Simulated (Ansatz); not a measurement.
## Gd4Y3H16: frames of a relaxation, V_Y, charge +0, atoms relaxed at the host's cell

All numbers are calculated (PBEsol, collinear spin, no spin-orbit coupling; Ansatz, PAW set soft_2, 420 eV, k-mesh 4×4×4), not measured.

Positions in Å and forces in eV/Å; free energies count from the last frame.

```
23
Lattice="0.000 -7.326 0.000 -7.326 0.000 0.000 3.663 3.663 -5.221" Properties=species:S:1:pos:R:3:forces:R:3 pbc="T T T" step=1 dE=0.324eV
Gd   -3.663   -3.663    0.000    0.030   -0.068   -0.038
Gd   -3.663    0.000    0.000   -0.007   -0.036   -0.008
Gd    0.000   -3.663    0.000    0.067    0.025   -0.029
Gd    0.000    0.000    0.000    0.051    0.041   -0.070
H    -5.461   -0.030   -1.350   -0.131   -0.211    0.298
H    -5.493   -3.680   -1.353    0.021    0.319    0.265
H    -1.831    0.000   -1.326    0.008   -0.102   -0.067
H    -1.831   -3.663   -1.326   -0.006    0.105   -0.064
H    -3.605    1.835   -3.894    0.158    0.014   -0.276
H    -3.663   -1.831   -3.894    0.109   -0.009    0.066
H    -0.033    1.808   -3.890   -0.214    0.064   -0.250
H     0.000   -1.831   -3.894   -0.104    0.007    0.067
H     1.873    0.011   -3.896   -0.154   -0.305   -0.185
H     1.814   -3.661   -3.921    0.090    0.290   -0.141
H    -1.831    0.000   -3.894    0.002   -0.120    0.068
H    -1.831   -3.663   -3.894    0.003    0.115    0.067
H    -3.691   -5.516   -1.339    0.335    0.067    0.222
H    -3.663   -1.831   -1.326    0.113   -0.011   -0.065
H     0.019   -5.464   -1.320   -0.325   -0.117    0.177
H     0.000   -1.831   -1.326   -0.105    0.004   -0.067
Y     1.831   -1.831   -2.610    0.013   -0.066   -0.088
Y    -1.831    1.831   -2.610    0.041   -0.005    0.116
Y    -1.831   -1.831   -2.610    0.004   -0.002    0.002
```

```
23
Lattice="0.000 -7.326 0.000 -7.326 0.000 0.000 3.663 3.663 -5.221" Properties=species:S:1:pos:R:3:forces:R:3 pbc="T T T" step=3 dE=0.031eV
Gd   -3.644   -3.678    0.002   -0.003   -0.014   -0.076
Gd   -3.635    0.024   -0.008   -0.080   -0.092   -0.019
Gd   -0.025   -3.692    0.004    0.150    0.100   -0.065
Gd   -0.030    0.019    0.005    0.147   -0.050   -0.105
H    -5.481   -0.305   -1.120   -0.088    0.111    0.048
H    -5.497   -3.364   -1.118    0.014   -0.067    0.006
H    -1.829   -0.022   -1.357    0.006   -0.005   -0.001
H    -1.827   -3.648   -1.340   -0.016    0.017   -0.028
H    -3.365    1.826   -4.101   -0.109    0.013   -0.043
H    -3.636   -1.834   -3.875   -0.002   -0.012    0.013
H    -0.292    1.827   -4.106    0.077    0.045   -0.011
H    -0.014   -1.835   -3.889   -0.012    0.017    0.034
H     1.847   -0.148   -3.995   -0.089    0.083    0.073
H     1.821   -3.520   -3.989    0.040   -0.056    0.078
H    -1.829   -0.037   -3.883   -0.005   -0.056    0.033
H    -1.827   -3.633   -3.898   -0.004    0.059    0.052
H    -3.506   -5.497   -1.237   -0.095    0.034   -0.036
H    -3.625   -1.833   -1.347    0.057    0.002   -0.024
H    -0.145   -5.486   -1.241    0.071   -0.062   -0.034
H    -0.025   -1.836   -1.334   -0.068    0.007   -0.041
Y     1.830   -1.824   -2.621    0.030   -0.099   -0.045
Y    -1.833    1.838   -2.617    0.063   -0.061    0.179
Y    -1.818   -1.844   -2.613   -0.083    0.087    0.010
```

```
23
Lattice="0.000 -7.326 0.000 -7.326 0.000 0.000 3.663 3.663 -5.221" Properties=species:S:1:pos:R:3:forces:R:3 pbc="T T T" step=8 dE=0.000eV
Gd   -3.640   -3.684   -0.003   -0.003    0.003   -0.001
Gd   -3.640    0.018   -0.004   -0.002   -0.003    0.000
Gd   -0.016   -3.684   -0.003    0.004    0.002   -0.001
Gd   -0.016    0.017   -0.003    0.002   -0.002    0.000
H    -5.491   -0.281   -1.132    0.000   -0.001    0.002
H    -5.491   -3.386   -1.132   -0.001    0.001    0.002
H    -1.828   -0.023   -1.343    0.000    0.000    0.001
H    -1.828   -3.644   -1.343    0.000    0.000    0.001
H    -3.381    1.829   -4.095    0.002    0.000   -0.001
H    -3.639   -1.833   -3.885   -0.001    0.000    0.000
H    -0.275    1.830   -4.095   -0.002    0.000   -0.002
H    -0.018   -1.833   -3.884    0.000    0.000   -0.001
H     1.835   -0.082   -3.951    0.000    0.000    0.001
H     1.834   -3.585   -3.951    0.000    0.000    0.000
H    -1.828   -0.042   -3.875    0.000    0.001    0.000
H    -1.828   -3.625   -3.875    0.000    0.000    0.000
H    -3.579   -5.496   -1.277    0.000    0.000    0.000
H    -3.620   -1.833   -1.353    0.000    0.000    0.001
H    -0.077   -5.496   -1.277    0.000    0.000    0.000
H    -0.037   -1.833   -1.353   -0.001    0.000    0.001
Y     1.835   -1.833   -2.640    0.000    0.000    0.003
Y    -1.828    1.829   -2.588    0.000    0.000   -0.005
Y    -1.828   -1.833   -2.614    0.000   -0.001   -0.001
```

Caveats: Gd without a U keeps its half-filled shell, but its 4f levels lie too near the Fermi level; open f or d shells may hold a state above the lowest.
